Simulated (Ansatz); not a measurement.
A distorted cell of PbTe (rock salt):

```
PbTe
1.0
    0.00000     3.28451     3.28451
    3.28451     0.00000     3.28451
    3.28451     3.28451     0.00000
Te Pb
1 1
Cartesian
  0.00000   0.00000   0.00000
  3.81251   3.28451   3.28451
```

Calculation: PBE (plane waves to 420 eV, PAW, scalar-relativistic; Ansatz, an electronic-structure program). k mesh 7×7×7 (Γ-centred), Fermi-Dirac smearing 0.05 eV. E stands for the smeared free energy. Compression counts positive. PbTe was relaxed with its symmetry unable to fall. Spin-orbit coupling is left out, though Pb and Te are heavy.

Q: What forces act on the atoms (eV/Å, Cartesian)?

A: 
```json
[
 {"atom": "Te1", "Fx": "1.647", "Fy": "0.000", "Fz": "0.000"},
 {"atom": "Pb2", "Fx": "-1.647", "Fy": "0.000", "Fz": "0.000"}
]
```

Q: Give the stress tensor in GPa and the pressure.

A: 
```
   10.2      0.0      0.0
    0.0      0.1      0.0
    0.0      0.0      0.1
```
The pressure, a third of the trace, is 3.5 GPa.

Q: In it atom 2 sits (0.528, 0.000, 0.000) Å away from its relaxed site. What is its energy relative to the relaxed cell?

A: 240 meV/cell.

(For displaced atoms, the force is minus the slope of the energy, and its curvature is a force constant, which sets phonon frequencies.)
